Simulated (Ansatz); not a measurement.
Cs:
```xyz
1
Lattice="0.0000 3.9559 3.9559 3.9559 0.0000 3.9559 3.9559 3.9559 0.0000" Properties=species:S:1:pos:R:3 pbc="T T T"
Cs     0.0000     0.0000     0.0000
```

Relaxed with r²SCAN. Special points in fractions of this cell's reciprocal vectors: Γ (0.000, 0.000, 0.000); X (0.500, 0.000, 0.500); U (0.625, 0.250, 0.625); K (0.375, 0.375, 0.750); L (0.500, 0.500, 0.500); W (0.500, 0.250, 0.750).

Problem. List the band energies nearest the Fermi level at these points for r²SCAN in the plane-wave PAW code Ansatz.

Solution. In eV from the Fermi level; about four levels below and three above (degenerate sets whole), none deeper than 8.9 eV; points with the same levels are listed once.

```
k  below                above
-  -----  -------------------
Γ  -1.75       2.67 2.67 2.67
X      –       0.29 1.15 1.29
U      –       0.62 0.97 1.25
L      –  0.03 0.57 2.50 2.50
W      –       0.73 1.19 1.19
```

Space group Fm-3m (fcc (Cu type)). The workflow started from a Materials Project entry (that database holds measured and hypothetical structures alike); the Crystallography Open Database files this formula in space group No. 225, but the cells were not matched. It is not the phase usual at ambient conditions (space group No. 229). Symmetry was held in the r²SCAN relaxation; whether a distortion lowers the energy is not shown. Spin–orbit coupling is left out wherever it is not named.

Potentials: the later of the program's two PAW sets.
